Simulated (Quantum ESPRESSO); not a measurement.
# Mo2Ti2InSn2Ta: input and log of a self-consistent run

A calculation, not a measurement. The program is pw.x of Quantum ESPRESSO 7.5 (plane-wave density functional theory). The cell is made up: eight metal atoms on a face-centred cubic lattice, with elements, volume, strain and displacements drawn at random and not relaxed, so it may be unstable or far from any real phase. PseudoDojo standard norm-conserving files set the functional (PBE unless stated); there is no spin polarisation or spin-orbit coupling, the Fermi-Dirac width of 0.25 eV means electrons at about 2900 K, and the masses in the input are unused placeholders. The tin pseudopotential is less sure than most, with forces differing by about three percent from a second method on plain tin. Heavy elements are run without spin-orbit coupling, which real alloys of them have. A spin test at this wide smearing found no moment, but such smearing suppresses magnetism that the real alloy may have.

Input:

```
&control calculation='scf', pseudo_dir='./dojo.nc.sr.pbe.v0_5.standard.upf', outdir='./o', disk_io='minimal', tprnfor=.true., tstress=.true. /
&system ibrav=0, nat=8, ntyp=5, nbnd=67, ecutwfc=84.00895049, nosym=.true., tot_charge=0,
 occupations='smearing', smearing='fd', degauss=0.0183746611
/
&electrons conv_thr=1.470e-08, electron_maxstep=70, mixing_beta=0.5 /
ATOMIC_SPECIES
In 1.0 In.upf
Mo 1.0 Mo.upf
Sn 1.0 Sn.upf
Ta 1.0 Ta.upf
Ti 1.0 Ti.upf
CELL_PARAMETERS angstrom
0.0 -2.1289 -2.1289
-4.2579 2.1289 -2.1289
6.3868 6.3868 -4.2579
ATOMIC_POSITIONS angstrom
Mo -0.0685 0.0743 -0.1661
Ti 0.0174 2.2978 -2.0116
Ti 0.2009 4.3773 -4.283
In 4.3831 4.2797 -4.1751
Sn -2.1443 -0.02 -2.2701
Mo -1.9996 2.2146 -4.203
Ta 2.0152 2.2595 -4.2542
Sn 2.1862 4.2905 -6.314
K_POINTS automatic
8 5 3 1 1 1
```

The log is shortened where brackets say so; the opening notice, blank lines, dates and the lines on written files are dropped, and the path of the files is cut. It prints rydbergs, bohrs and kilobars, and counts compression as positive stress. Its total energy is the free energy E - TS of the whole cell.

```
     Program PWSCF v.7.5
     Parallel version (MPI & OpenMP), running on       4 processor cores
     Number of MPI processes:                 4
     Threads/MPI process:                     1
     [start-up lines left out]
     bravais-lattice index     =            0
     lattice parameter (alat)  =       5.6894  a.u.
     unit-cell volume          =    1041.8289 (a.u.)^3
     number of atoms/cell      =            8
     number of atomic types    =            5
     number of electrons       =       106.00
     number of Kohn-Sham states=           67
     kinetic-energy cutoff     =      84.0090  Ry
     charge density cutoff     =     336.0358  Ry
     scf convergence threshold =      1.5E-08
     mixing beta               =       0.5000
     number of iterations used =            8  plain     mixing
     Exchange-correlation= PBE
                           (   1   4   3   4   0   0   0)
     [axes and pseudopotential details left out]
   Cartesian axes
     site n.     atom                  positions (alat units)
         1        Mo     tau(   1) = (  -0.0227520   0.0246785  -0.0551695  )
         2        Ti     tau(   2) = (   0.0057793   0.7632063  -0.6681460  )
         3        Ti     tau(   3) = (   0.0667282   1.4539051  -1.4225837  )
         4        In     tau(   4) = (   1.4558315   1.4214876  -1.3867450  )
         5        Sn     tau(   5) = (  -0.7122218  -0.0066429  -0.7540059  )
         6        Mo     tau(   6) = (  -0.6641602   0.7355717  -1.3960119  )
         7        Ta     tau(   7) = (   0.6693417   0.7504851  -1.4130178  )
         8        Sn     tau(   8) = (   0.7261388   1.4250748  -2.0971733  )
     number of k points=    60  Fermi-Dirac smearing, width (Ry)=  0.0184
                       cart. coord. in units 2pi/alat
        k(    1) = (  -0.0092077   0.0173086  -0.1056970), wk =   0.0333333
        k(    2) = (  -0.1270550  -0.1005415   0.0121531), wk =   0.0333333
     [further k points left out]
     Dense  grid:   108355 G-vectors     FFT dimensions: (  36,  60, 120)
     Estimated max dynamical RAM per process >     404.37 MB
     Estimated total dynamical RAM >       1.50 GB
     Initial potential from superposition of free atoms
     starting charge     105.9861, renormalised to     106.0000
     Starting wfcs are   77 randomized atomic wfcs
     total cpu time spent up to now is        6.6 secs
     per-process dynamical memory:   310.6 Mb
     Self-consistent Calculation
     iteration #  1     ecut=    84.01 Ry     beta= 0.50
     Davidson diagonalization with overlap
     ethr =  1.00E-02,  avg # of iterations =  2.1
     total cpu time spent up to now is       19.4 secs
     total energy              =   -1092.78662744 Ry
     estimated scf accuracy    <       5.93874568 Ry
     iteration #  2     ecut=    84.01 Ry     beta= 0.50
     Davidson diagonalization with overlap
     ethr =  5.60E-03,  avg # of iterations =  6.2
     total cpu time spent up to now is       38.8 secs
     total energy              =   -1091.56071736 Ry
     estimated scf accuracy    <     131.38526926 Ry
     iteration #  3     ecut=    84.01 Ry     beta= 0.50
     Davidson diagonalization with overlap
     ethr =  5.60E-03,  avg # of iterations =  6.0
     total cpu time spent up to now is       57.6 secs
     total energy              =   -1096.25440001 Ry
     estimated scf accuracy    <       9.08786774 Ry
     iteration #  4     ecut=    84.01 Ry     beta= 0.50
     Davidson diagonalization with overlap
     ethr =  5.60E-03,  avg # of iterations =  2.0
     total cpu time spent up to now is       69.0 secs
     total energy              =   -1096.61009112 Ry
     estimated scf accuracy    <       8.33634132 Ry
     iteration #  5     ecut=    84.01 Ry     beta= 0.50
     Davidson diagonalization with overlap
     ethr =  5.60E-03,  avg # of iterations =  1.1
     total cpu time spent up to now is       79.8 secs
     total energy              =   -1096.74887351 Ry
     estimated scf accuracy    <       3.80898038 Ry
     [iterations 6 to 20 left out]
     iteration # 21     ecut=    84.01 Ry     beta= 0.50
     Davidson diagonalization with overlap
     ethr =  3.19E-09,  avg # of iterations =  5.0
     total cpu time spent up to now is      297.0 secs
     total energy              =   -1096.71886504 Ry
     estimated scf accuracy    <       0.00000031 Ry
     iteration # 22     ecut=    84.01 Ry     beta= 0.50
     Davidson diagonalization with overlap
     ethr =  2.91E-10,  avg # of iterations =  4.7
     total cpu time spent up to now is      312.5 secs
     total energy              =   -1096.71886508 Ry
     estimated scf accuracy    <       0.00000082 Ry
     iteration # 23     ecut=    84.01 Ry     beta= 0.50
     Davidson diagonalization with overlap
     ethr =  2.91E-10,  avg # of iterations =  1.2
     total cpu time spent up to now is      323.6 secs
     total energy              =   -1096.71886510 Ry
     estimated scf accuracy    <       0.00000004 Ry
     iteration # 24     ecut=    84.01 Ry     beta= 0.50
     Davidson diagonalization with overlap
     ethr =  3.49E-11,  avg # of iterations =  3.4
     total cpu time spent up to now is      336.4 secs
     total energy              =   -1096.71886510 Ry
     estimated scf accuracy    <       0.00000002 Ry
     iteration # 25     ecut=    84.01 Ry     beta= 0.50
     Davidson diagonalization with overlap
     ethr =  2.34E-11,  avg # of iterations =  1.5
     total cpu time spent up to now is      347.7 secs
     End of self-consistent calculation
     [lines on levels left out]
!    total energy              =   -1096.71886510 Ry
     estimated scf accuracy    <          3.8E-10 Ry
     smearing contrib. (-TS)   =      -0.13718829 Ry
     internal energy E=F+TS    =   -1096.58167682 Ry
     The total energy is F=E-TS. E is the sum of the following terms:
     one-electron contribution =    -253.32034305 Ry
     hartree contribution      =     189.69711365 Ry
     xc contribution           =    -234.03979893 Ry
     ewald contribution        =    -798.91864849 Ry
     convergence has been achieved in  25 iterations
     Forces acting on atoms (cartesian axes, Ry/au):
     atom    1 type  2   force =     0.03859396    0.00583414   -0.01849497
     atom    2 type  5   force =     0.01210912   -0.01345579   -0.00173118
     atom    3 type  5   force =    -0.07088328   -0.02514348    0.03032286
     atom    4 type  1   force =    -0.01291587    0.00105925   -0.00491378
     atom    5 type  3   force =     0.02422858    0.04818995   -0.02717365
     atom    6 type  2   force =    -0.00838347    0.01762496   -0.00814386
     atom    7 type  4   force =     0.02917124   -0.03455523    0.03591839
     atom    8 type  3   force =    -0.01192027    0.00044619   -0.00578380
     Total force =     0.128726     Total SCF correction =     0.000064
     Computing stress (Cartesian axis) and pressure
          total   stress  (Ry/bohr**3)                   (kbar)     P=        3.09
  -0.00004126   0.00000546  -0.00001143           -6.07        0.80       -1.68
   0.00000546   0.00008933   0.00004385            0.80       13.14        6.45
  -0.00001143   0.00004385   0.00001493           -1.68        6.45        2.20
     init_run     :      6.07s CPU      6.43s WALL (       1 calls)
     electrons    :    339.04s CPU    341.13s WALL (       1 calls)
     forces       :      2.15s CPU      2.16s WALL (       1 calls)
     stress       :      7.47s CPU      7.65s WALL (       1 calls)
     [timing details left out]
     PWSCF        :   5m54.96s CPU   5m57.63s WALL
     JOB DONE.
```

In other units: free energy -14921.620 eV for the cell, pressure 0.31 GPa, largest force component 1.822 eV/Å in size. The run took 360 s of wall time with four MPI processes on a shared machine (Intel Xeon, 2023 or later, virtual cores), so the time is rough. A rerun of this cell at a higher cutoff and on a denser mesh moved values by no more than 0.004 eV in energy, 0.08 GPa in stress and 0.013 eV/Å in force, and a second program with other atomic files agreed on that cell to 2 % rms in force and 0.5 GPa in pressure.